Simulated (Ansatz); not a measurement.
CdSe:
```
CELL_PARAMETERS angstrom
      4.34018     0.00000     0.00000
     -2.17009     3.75870     0.00000
      0.00000     0.00000     7.07772
ATOMIC_POSITIONS crystal
  Cd 0.66667 0.33333 0.00056
  Cd 0.33333 0.66667 0.50056
  Se 0.66667 0.33333 0.62464
  Se 0.33333 0.66667 0.12464
```

x, y and z are the axes in which the lattice vectors are written.

### Question
Give the proper piezoelectric stress tensor with relaxed ions from plane-wave PAW r²SCAN (Ansatz code).

### Answer
In C/m², rows x, y, z, Voigt columns; mesh uncertainty up to 0.01.
```
 0.00   0.00   0.00   0.00   0.12   0.00
 0.00   0.00   0.00   0.12   0.00   0.00
 0.15   0.15  -0.26   0.00   0.00   0.00
```

The elastic tensor of the same run (GPa):

```
72.3  44.0  37.1   0.0   0.0   0.0
44.0  72.3  37.1   0.0   0.0   0.0
37.1  37.1  81.5   0.0   0.0   0.0
 0.0   0.0   0.0  12.9   0.0   0.0
 0.0   0.0   0.0   0.0  12.9   0.0
 0.0   0.0   0.0   0.0   0.0  14.1
```

### Question
Convert to strain constants d = e·S.

### Answer
In pC/N:
```
 0.0   0.0   0.0   0.0   9.4   0.0
 0.0   0.0   0.0   9.4   0.0   0.0
 3.3   3.3  -6.2   0.0   0.0   0.0
```

Space group P6_3mc (wurtzite). The r²SCAN relaxation kept the symmetry of its start; of distortions, only those at the zone centre were tested.

Potentials: the later of the program's two PAW sets.
